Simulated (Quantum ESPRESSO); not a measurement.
# Rh2Hf3ZnAgSn: one composition in several site orders

Simulated, not a measurement. The program is pw.x of Quantum ESPRESSO 7.5 (plane-wave density functional theory). The cell is made up: eight metal atoms on a face-centred cubic lattice, with elements, volume, strain and displacements drawn at random and not relaxed, so it may be unstable or far from any real phase. PseudoDojo standard norm-conserving files set the functional (PBE unless stated); there is no spin polarisation or spin-orbit coupling, the Fermi-Dirac width of 0.25 eV means electrons at about 2900 K, and the masses in the input are unused placeholders. The tin pseudopotential is less sure than most, with forces differing by about three percent from a second method on plain tin. Heavy elements are run without spin-orbit coupling, which real alloys of them have. A spin test at this wide smearing found no moment, but such smearing suppresses magnetism that the real alloy may have.

The runs put one composition on the sites in different orders. Cell, positions, cutoff, mesh and smearing stay as in the input of run 1; sites are counted in its order. Stress in the tables is positive in tension.

Input of run 1:

```
&control calculation='scf', pseudo_dir='./dojo.nc.sr.pbe.v0_5.standard.upf', outdir='./o', disk_io='minimal', tprnfor=.true., tstress=.true. /
&system ibrav=0, nat=8, ntyp=5, nbnd=76, ecutwfc=87.97787729, nosym=.true., tot_charge=0,
 occupations='smearing', smearing='fd', degauss=0.0183746611
/
&electrons conv_thr=1.470e-08, electron_maxstep=70, mixing_beta=0.5 /
ATOMIC_SPECIES
Ag 1.0 Ag.upf
Hf 1.0 Hf.upf
Rh 1.0 Rh.upf
Sn 1.0 Sn.upf
Zn 1.0 Zn.upf
CELL_PARAMETERS angstrom
0.0296 4.2464 0.0503
-4.2793 -0.0799 -4.2985
-4.1829 0.0206 4.2021
ATOMIC_POSITIONS angstrom
Rh 0.1037 0.0357 -0.0219
Hf -2.1125 -0.0768 2.1716
Hf -2.2378 -0.0839 -2.1858
Zn -4.238 0.0182 -0.0478
Hf -2.1529 2.0209 -0.0209
Ag -4.1628 2.0641 2.0761
Rh -4.1902 2.0057 -2.1683
Sn -6.2999 2.1296 -0.0176
K_POINTS automatic
6 4 4 1 1 1
```

| run | elements on sites 1 to 8 | free energy less that of run 1 (eV) | -TS (eV) | pressure (GPa) | stress xx (GPa) | stress yy (GPa) | stress zz (GPa) | stress yz (GPa) | stress xz (GPa) | stress xy (GPa) | iterations |
| --- | --- | --- | --- | --- | --- | --- | --- | --- | --- | --- | --- |
| 1 | Rh Hf Hf Zn Hf Ag Rh Sn | 0.000 | -1.397 | -4.17 | 9.65 | 2.13 | 0.73 | 1.27 | 1.30 | 0.23 | 15 |
| 2 | Hf Rh Rh Sn Hf Hf Ag Zn | 0.000 | -1.193 | -3.85 | 3.15 | 4.39 | 4.00 | 0.94 | 0.38 | 0.64 | 15 |
| 3 | Hf Zn Ag Hf Rh Hf Rh Sn | 0.194 | -1.195 | -4.41 | 6.05 | 4.86 | 2.32 | 1.02 | -0.22 | 0.81 | 15 |
| 4 | Hf Hf Hf Zn Rh Sn Rh Ag | 0.064 | -1.329 | -4.21 | 3.39 | 8.47 | 0.78 | 1.50 | -0.06 | 0.58 | 15 |
| 5 | Ag Hf Hf Rh Sn Rh Zn Hf | -0.104 | -1.382 | -4.17 | 9.76 | 2.58 | 0.16 | 1.12 | 0.43 | 0.77 | 15 |
| 6 | Ag Hf Rh Rh Hf Hf Sn Zn | 0.336 | -1.322 | -3.72 | 0.99 | 8.69 | 1.47 | 1.65 | 4.21 | 1.05 | 15 |

Forces Fx Fy Fz (eV/Å):

| site | run 1 | run 2 | run 3 | run 4 | run 5 | run 6 |
| --- | --- | --- | --- | --- | --- | --- |
| 1 | -0.96 -0.28 0.08 | 0.61 -0.78 1.08 | -2.22 -0.17 1.45 | -2.59 -0.30 1.55 | -0.65 -0.14 -0.04 | -0.50 -0.37 0.03 |
| 2 | 0.60 0.64 -0.48 | -0.20 0.17 -0.14 | 0.55 0.23 -1.25 | 2.08 0.37 -1.98 | -0.04 0.56 -1.13 | 1.38 0.34 0.41 |
| 3 | -0.40 0.22 0.07 | 0.71 -0.07 0.21 | 0.43 -0.02 0.95 | -0.13 0.02 1.62 | 0.91 0.21 1.01 | 0.79 -0.15 0.30 |
| 4 | 0.52 -0.22 -0.12 | -0.77 -0.79 -0.47 | 1.67 -0.29 -1.46 | 0.22 -0.05 -0.68 | -0.60 -0.32 -0.25 | 0.24 -0.15 0.52 |
| 5 | 0.97 0.26 0.02 | 0.64 0.71 -0.23 | 0.03 -0.01 0.31 | 0.28 0.05 0.00 | -0.19 0.28 0.23 | -0.15 0.36 -0.92 |
| 6 | -0.32 0.13 0.28 | -0.20 0.58 0.07 | 0.23 0.56 0.23 | -0.36 0.36 -0.38 | 0.00 0.32 0.04 | -1.97 0.24 -0.68 |
| 7 | -0.12 0.12 0.19 | -0.50 0.29 -0.40 | -0.66 0.08 -0.06 | -0.03 0.01 -0.15 | -0.42 0.11 0.29 | 0.05 0.05 0.11 |
| 8 | -0.28 -0.86 -0.06 | -0.30 -0.10 -0.11 | -0.03 -0.37 -0.17 | 0.54 -0.45 0.01 | 0.99 -1.01 -0.14 | 0.14 -0.32 0.23 |

The sites are displaced and not relaxed, so the energy differences mix bonding between neighbours with strain and are not ordering energies. A rerun of one cell of this series at a higher cutoff and on a denser mesh moved values by no more than 0.002 eV in energy, 0.05 GPa in stress and 0.006 eV/Å in force, and a second program with other atomic files agreed on that cell to 2 % rms in force and 0.5 GPa in pressure.